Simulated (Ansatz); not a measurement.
Space group I4/mmm (No. 139). a = 3.787 Å, b = 3.787 Å, c = 9.641 Å, α = 90.00°, β = 90.00°, γ = 90.00°
```tsv
atom	site	symmetry	x	y	z
Ca	2a	4/mmm	0.0000	0.0000	0.0000
Fe	4d	-4m2	0.0000	0.5000	0.2500
P	4e	4mm	0.0000	0.0000	0.3620
```

Equation of state of this CaFe2P2 structure (not necessarily the ground state), with shape and atoms relaxed at each volume where symmetry leaves them free. It has no gap at any of these volumes. The calculation used DFT PBEsol, scalar-relativistic, plane waves, PAW (Ansatz 0.2.0).

Cutoff 420 eV; k points 14×14×14 on the computed 5-atom cell (Γ-centred); Gaussian smearing, width 0.10 eV; no spin polarisation.

| V (Å³/atom) | E − E(largest V) (meV/atom) | P (GPa) |
| --- | --- | --- |
| 12.994 | 5.96 | 7.91 |
| 13.409 | -8.50 | 3.43 |
| 13.824 | -12.74 | 0.00 |
| 14.238 | -9.30 | -2.58 |
| 14.653 | 0.00 | -4.55 |

Task: Fit a third-order Birch–Murnaghan equation to E(V).

Result: V0 = 13.83 Å³/atom, B0 = 99 GPa, B0' = 8.3.

Cost: 5 runs of about 7 core-minutes in all, on Intel Xeon Platinum 8488C (Sapphire Rapids) (shared hosts).